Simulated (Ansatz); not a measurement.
Ti$_{5}$Si$_{3}$:
```cif
data_Si6Ti10
_chemical_formula_sum 'Ti10 Si6'
_space_group_name_H-M_alt 'P 1'
_space_group_IT_number 1
_cell_length_a 7.34515
_cell_length_b 7.34515
_cell_length_c 5.01760
_cell_angle_alpha 90.000
_cell_angle_beta 90.000
_cell_angle_gamma 120.000
loop_
_space_group_symop_operation_xyz
  'x, y, z'
loop_
_atom_site_label
_atom_site_type_symbol
_atom_site_fract_x
_atom_site_fract_y
_atom_site_fract_z
_atom_site_occupancy
Ti1 Ti 0.33333 0.66667 0.00000 1
Ti2 Ti 0.66667 0.33333 0.50000 1
Ti3 Ti 0.66667 0.33333 0.00000 1
Ti4 Ti 0.33333 0.66667 0.50000 1
Si1 Si 0.60786 0.00000 0.25000 1
Si2 Si 0.60786 0.60786 0.75000 1
Si3 Si 0.00000 0.60786 0.25000 1
Si4 Si 0.39214 0.00000 0.75000 1
Si5 Si 0.39214 0.39214 0.25000 1
Si6 Si 0.00000 0.39214 0.75000 1
Ti5 Ti 0.24933 0.00000 0.25000 1
Ti6 Ti 0.24933 0.24933 0.75000 1
Ti7 Ti 0.00000 0.24933 0.25000 1
Ti8 Ti 0.75067 0.00000 0.75000 1
Ti9 Ti 0.75067 0.75067 0.25000 1
Ti10 Ti 0.00000 0.75067 0.75000 1
```

Relaxed with LDA.

Task: Which orbitals make up the states near the Fermi level in DFT-LDA in the program Ansatz with PAW potentials?

Result: Within 0.5 eV of the Fermi level: Ti 3d 89 %. Projections are on Löwdin-orthogonalised atomic valence shells; empty p or d shells of many metals are not among them.

Task: Tabulate the density of states.

Result: States/eV per cell of 16 atoms, in 0.25 eV bins, energy from the Fermi level.

```csv
E (eV),total,Ti 3d,Si 3p,Si 3s
-7.85,3.83,0.58,0.35,2.33
-7.60,4.66,0.94,0.38,2.76
-7.35,6.67,1.57,0.52,3.72
-7.10,4.28,1.00,0.34,2.46
-6.85,2.26,0.55,0.16,1.34
-6.60,1.76,0.43,0.08,1.13
-6.35,0.30,0.08,0.01,0.20
-6.10,0.00,0.00,0.00,0.00
-5.85,0.00,0.00,0.00,0.00
-5.60,0.00,0.00,0.00,0.00
-5.35,0.00,0.00,0.00,0.00
-5.10,0.12,0.02,0.05,0.00
-4.85,4.01,0.73,1.94,0.09
-4.60,7.69,1.69,3.78,0.18
-4.35,7.70,1.93,3.95,0.24
-4.10,9.27,2.79,4.30,0.54
-3.85,3.72,1.20,1.74,0.20
-3.60,3.49,1.13,1.60,0.19
-3.35,7.87,2.75,3.73,0.31
-3.10,8.12,3.03,3.95,0.24
-2.85,8.27,3.36,3.86,0.21
-2.60,11.46,4.86,5.42,0.18
-2.35,16.88,7.20,8.41,0.24
-2.10,8.23,3.75,3.82,0.13
-1.85,9.66,4.90,3.64,0.20
-1.60,17.67,10.37,5.64,0.22
-1.35,17.85,10.54,5.76,0.18
-1.10,16.12,11.57,2.87,0.15
-0.85,18.29,15.25,1.48,0.08
-0.60,13.97,12.61,0.60,0.04
-0.35,9.55,8.47,0.58,0.02
-0.10,8.96,8.01,0.42,0.02
0.15,10.18,9.12,0.39,0.05
0.40,17.91,16.04,0.50,0.13
0.65,16.78,15.08,0.56,0.14
0.90,8.05,7.24,0.37,0.03
1.15,12.58,11.41,0.49,0.04
1.40,14.76,13.62,0.37,0.05
1.65,20.01,18.76,0.31,0.08
1.90,19.52,18.12,0.52,0.13
2.15,13.36,12.52,0.34,0.08
2.40,15.53,14.68,0.47,0.03
2.65,15.90,14.68,0.68,0.18
2.90,19.73,18.14,0.84,0.30
3.15,17.85,15.82,1.20,0.14
3.40,16.13,14.23,1.07,0.23
```

Space group P6_3/mcm. The workflow started from an entry of the Crystallography Open Database (COD). Whether it is the stable phase at ambient conditions was not checked. The LDA relaxation kept the symmetry of its start; whether a distortion lowers the energy is not shown. No spin polarisation was allowed.

Potentials: the later of the program's two PAW sets.
